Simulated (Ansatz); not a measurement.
Bi:
```yaml
crystal:
  lattice:
    - [2.26744, 1.30911, 4.12388]
    - [-2.26744, 1.30911, 4.12388]
    - [0.00000, -2.61821, 4.12388]
  atoms:
    - { symbol: Bi, position: [0.23164, 0.23164, 0.23164] }
    - { symbol: Bi, position: [0.76836, 0.76836, 0.76836] }
```

Relaxed with r²SCAN. Plane-wave PAW r²SCAN (Ansatz code) gives no gap.

**Question.** What gap does HSE06 give on the same cell (Ansatz, PAW)?

**Answer.** 0.09 eV. The hybrid was solved on a coarser mesh and at special points; its gap is the smallest among all of these. On such a mesh it can open a false gap in a semimetal.

| k | v1 r²SCAN | c1 r²SCAN | v1 HSE06 | c1 HSE06 |
|---|---|---|---|---|
| Γ | -1.40 | 2.15 | [?] | [?] |
| T | -0.87 | 0.78 | [?] | [?] |
| L | -0.56 | -0.27 | [?] | [?] |
| F | -3.06 | 2.33 | [?] | [?] |
| S0 | -2.74 | 2.64 | -2.32 | 3.44 |
| H0 | -0.93 | 0.81 | -0.37 | 1.53 |

**Question.** Top valence (v1) and lowest conduction level (c1) in eV from each method's valence maximum (which need not be a listed point): supply the withheld HSE06 values.

**Answer.** 
- F, v1 HSE06: -2.66
- F, c1 HSE06: 2.99
- Γ, v1 HSE06: -0.86
- Γ, c1 HSE06: 3.00
- T, v1 HSE06: -0.32
- T, c1 HSE06: 1.42
- L, v1 HSE06: 0.00
- L, c1 HSE06: 0.35

Cost on shared cores: the r²SCAN run (SCF on a 11×11×11 mesh, then bands and DOS) about 70 core-seconds (a rough figure), the HSE06 run (SCF on 6×6×6, then a few points) very roughly 2.3 core-minutes; the tasks are unlike.

Space group R-3m (A7 (α-As type)). The cell was relaxed with r²SCAN under the symmetry of its start; of distortions, only those at the zone centre were tested. Scalar-relativistic: spin–orbit coupling is off unless named, which matters more the heavier the elements.

Potentials: the earlier of the program's two PAW sets.
